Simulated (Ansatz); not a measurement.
The start is a randomly generated symmetric cell of TiAl (space group No. 123). The structure is fully relaxed (lattice and positions, P = 0) with r2SCAN (plane waves to 500 eV, PAW, scalar-relativistic; Ansatz, a quantum-chemistry and plane-wave program). The first steps use a coarse 13×13×6 k-mesh.

Input geometry:
```
CELL_PARAMETERS angstrom
      2.46784     0.00000     0.00000
      0.00000     2.46784     0.00000
      0.00000     0.00000     5.48353
ATOMIC_POSITIONS crystal
  Al 0.50000 0.50000 0.50000
  Ti 0.00000 0.00000 0.00000
```

**Question.** How large is the pressure on the unrelaxed cell, and of which sign?

**Answer.** +5.5 GPa (positive: the cell is compressed).

**Question.** By how much does the energy per atom fall from start to end?

**Answer.** 0.79 eV/atom.

**Question.** How does the volume change?

**Answer.** -3.8 %, from 16.70 to 16.06 Å³/atom.

**Question.** How do the shortest distances between atoms change?

**Answer.** The closest pairs of elements (up to four, under 3.6 Å), start → end: Al–Al 2.47 → 2.81 Å; Ti–Ti 2.47 → 2.81 Å; Al–Ti 3.25 → 2.84 Å.

**Question.** What band gap does the relaxed structure have at this level?

**Answer.** Zero (metallic).

**Question.** Give the final cell and atomic positions.

**Answer.** 
```cif
data_AlTi
_chemical_formula_sum 'Al1 Ti1'
_space_group_name_H-M_alt 'P4/mmm'
_space_group_IT_number 123
_space_group_name_Hall '-P 4 2'
_cell_length_a 2.81320
_cell_length_b 2.81320
_cell_length_c 4.05795
_cell_angle_alpha 90.000
_cell_angle_beta 90.000
_cell_angle_gamma 90.000
loop_
_atom_site_label
_atom_site_type_symbol
_atom_site_symmetry_multiplicity
_atom_site_Wyckoff_symbol
_atom_site_fract_x
_atom_site_fract_y
_atom_site_fract_z
_atom_site_occupancy
Al1 Al 1 d 0.50000 0.50000 0.50000 1
Ti1 Ti 1 a 0.00000 0.00000 0.00000 1
```

The space group stays P4/mmm (No. 123) (the run could not lower it); the end is AFLOW prototype AB_tP2_123_a_d (L1_0, as in CuAu), with 2 atoms in the primitive cell. Final values are on a 16×16×12 k-mesh of the relaxed cell. No spin polarisation in the result.

The run could not lose the symmetry of its start.

All atoms sit on sites fixed by symmetry, so only the cell could relax.

The first start was generated by a random draw of sites in a space group. A measured structure of TiAl has the same space group, P4/mmm (No. 123); the sites were not compared with it.
